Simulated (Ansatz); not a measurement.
The geometry is COD entry 9008999, unchecked; take it as a test cell. The listed cell was then made from it by scaling, straining or moving an atom.

An input for Al2Au: DFT, LDA, all-electron PAW with datasets made for the crystal, scalar-relativistic (Ansatz 0.2.0).

Command: `ansatz run input.yaml --threads 1 --pin off --max-ram 4096MiB --backend cpu --events-out ev --progress --plain --runs-dir out` The run took 13 s on 1 thread of Arm Neoverse V2, on a shared host, peak memory 0.57 GiB.

```yaml
crystal:
  lattice:
    - [0.0, 3.0099668506, 3.0099668506]
    - [3.0099668506, 0.0, 3.0099668506]
    - [3.0099668506, 3.0099668506, 0.0]
  atoms:
    - { symbol: Al, position: [0.25, 0.25, 0.25] }
    - { symbol: Al, position: [0.75, 0.75, 0.75] }
    - { symbol: Au, position: [0.0, 0.0, 0.0] }
kpoints:
  mp_grid: { grid: [11, 11, 11] }
scf:
  occupations: { method: fermi_dirac, width: 0.05 }
hamiltonian:
  xc: lda
  pseudopotentials: { kind: all_electron, datasets: crystal }
output:
  forces: true
  stress: true
  eigenvalues: true
  efg: { contact_densities: true }
```

Set-up and iterations as logged by Ansatz (the results part is left out, to be predicted):

```
hamiltonian.pseudopotentials.datasets: crystal makes datasets for this crystal and solves the spheres of its atoms anew in each pass: cutoff 260.0 eV, the density's 1040.0 eV; for an error of 0.50 meV an atom under PBE, 1.5 meV for the cell; an energy difference from a run of another recipe may be off by several times the error for the cell, under r2SCAN by more, where some 0.1 meV an atom stays at smaller errors; Al in spheres of 1.228 Å, 11 of its electrons in bands; Au in spheres of 1.376 Å, 19 of its electrons in bands
Engine: ansatz 0.2.0
Pseudopotentials: kind: all_electron
Pseudopotential: Al, paw, valence charge 11, recommended cutoff 260 eV (normal), Koelling and Harmon's equation, gaussian nucleus
Pseudopotential: Au, paw, valence charge 19, recommended cutoff 260 eV (normal), Koelling and Harmon's equation, gaussian nucleus
Functional definition: SPW92
  exchange = slater_x
  correlation = pw_c
Crystal: 3 atoms, lattice volume = 54.540 Å³
Basis set: ecut = 260 eV, 531 PW (Γ)
Bands: 25, of which v1, the nominal top of the filled ones, is band 21 counted from 1 (20 counted from 0)
Symmetry: 48 space group operations
Space group: Fm-3m (ITA 225), of the structure as read, at distance tolerance 3.8e-5 Å
k-points: 56 of 1331
Non-local potential: Al, projectors of the file, l = 0: 3, l = 1: 3
Non-local potential: Au, projectors of the file, l = 0: 3, l = 1: 2, l = 2: 2
PAW form: soft (Blöchl's): semilocal exchange-correlation on the pseudo side does not see the compensation charge
PAW one-centre angular grid: Al, 110 points (default); XC on its mesh's 1967 points in the sphere
PAW one-centre angular grid: Au, 590 points (default); XC on its mesh's 1815 points in the sphere
Initial density: superposition of atomic densities (neutral atoms: chi_scale 0, normalization atom)
Initial wavefunctions: pseudopotential atomic-orbital guess
Functional: x = slater, c = lda
iter 1 solved again at ethr=1.73e-2 eV; its pass at ethr=1.00e-1 eV (dr2=7.10e0 eV) is discarded
SCF iter   1: F=—  HF=-530109.652979 eV  |F-HF|=—  |Δ(HF+E_count)|=         —  Δρ=1.12e-1  dr2=7.77e0  ethr=1.73e-2  ⟨swp⟩=2.3  Hψ=6921  notcnv=0
SCF iter   2: F=—  HF=-530108.485474 eV  |F-HF|=—  |Δ(HF+E_count)|=    1.17e0  Δρ=4.76e-2  dr2=1.36e0  ethr=1.73e-2  ⟨swp⟩=2.1  Hψ=2810  notcnv=0
iter 3 solved again at ethr=5.57e-5 eV; its pass at ethr=3.31e-3 eV (dr2=2.28e-2 eV) is discarded
SCF iter   3: F=—  HF=-530107.984071 eV  |F-HF|=—  |Δ(HF+E_count)|=   5.01e-1  Δρ=7.54e-3  dr2=2.25e-2  ethr=5.57e-5  ⟨swp⟩=3.3  Hψ=6537  notcnv=0  defer=25
SCF iter   4: F=—  HF=-530108.107879 eV  |F-HF|=—  |Δ(HF+E_count)|=   1.24e-1  Δρ=1.10e-2  dr2=7.59e-2  ethr=5.49e-5  ⟨swp⟩=3.9  Hψ=3399  notcnv=0  defer=2
SCF iter   5: F=—  HF=-530108.111083 eV  |F-HF|=—  |Δ(HF+E_count)|=   3.20e-3  Δρ=1.70e-3  dr2=2.61e-3  ethr=5.49e-5  ⟨swp⟩=3.1  Hψ=3338  notcnv=0  defer=2
SCF iter   6: F=—  HF=-530108.116207 eV  |F-HF|=—  |Δ(HF+E_count)|=   5.12e-3  Δρ=1.27e-3  dr2=8.94e-4  ethr=6.36e-6  ⟨swp⟩=2.0  Hψ=6443  notcnv=0  defer=1
SCF iter   7: F=—  HF=-530108.116134 eV  |F-HF|=—  |Δ(HF+E_count)|=   7.31e-5  Δρ=4.06e-4  dr2=1.22e-4  ethr=2.18e-6  ⟨swp⟩=2.0  Hψ=2549  notcnv=0  defer=1
SCF iter   8: F=—  HF=-530108.116139 eV  |F-HF|=—  |Δ(HF+E_count)|=   4.95e-6  Δρ=1.62e-4  dr2=1.95e-5  ethr=2.97e-7  ⟨swp⟩=3.0  Hψ=2917  notcnv=0  defer=1
SCF iter   9: F=—  HF=-530108.116138 eV  |F-HF|=—  |Δ(HF+E_count)|=   1.06e-6  Δρ=5.15e-5  dr2=2.94e-6  ethr=4.77e-8  ⟨swp⟩=2.9  Hψ=2618  notcnv=0
SCF iter  10: F=—  HF=-530108.116137 eV  |F-HF|=—  |Δ(HF+E_count)|=   1.90e-7  Δρ=2.67e-5  dr2=6.09e-7  ethr=7.18e-9  ⟨swp⟩=3.0  Hψ=2938  notcnv=0
SCF iter  11: F=-530108.116137 eV  HF=-530108.116137 eV  |F-HF|=1.35e-8  |Δ(HF+E_count)|=   1.70e-7  Δρ=7.84e-6  dr2=3.49e-8  ethr=1.49e-9  ⟨swp⟩=3.0  Hψ=2723  notcnv=0
```

(1) What pressure will this run report?

## Answers

(1) -3.58 GPa (positive in compression).
